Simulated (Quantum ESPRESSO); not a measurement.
CdSe is modelled in the cubic space group F-43m (No. 216), the zinc blende structure, Pearson symbol cF8. Conventional cell: a = b = c = 6.2046 Å, α = β = γ = 90.00°. Se on 4a is coordinated by 4 Cd at 2.687 Å (tetrahedral). Cd on 4c sees 4 Se at 2.687 Å (tetrahedral). (Neighbours: up to the widest gap in distance over summed covalent radii, below 1.35, at either atom; cation-cation contacts left out.)
(The calculation used a cell of 2 atoms; values per cell refer to that cell.)

The PBEsol cell relaxed from Materials Project entry mp-2691 was given an isotropic strain of +2 % on all lattice vectors, and the atoms were relaxed again.

Question: What does PBEsol (pw.x of Quantum ESPRESSO, ONCV potentials, without SOC) give for the electronic structure near the Fermi level?

Answer: The PBEsol gap is direct, 0.36 eV at Γ. Spin-orbit splittings are left out.
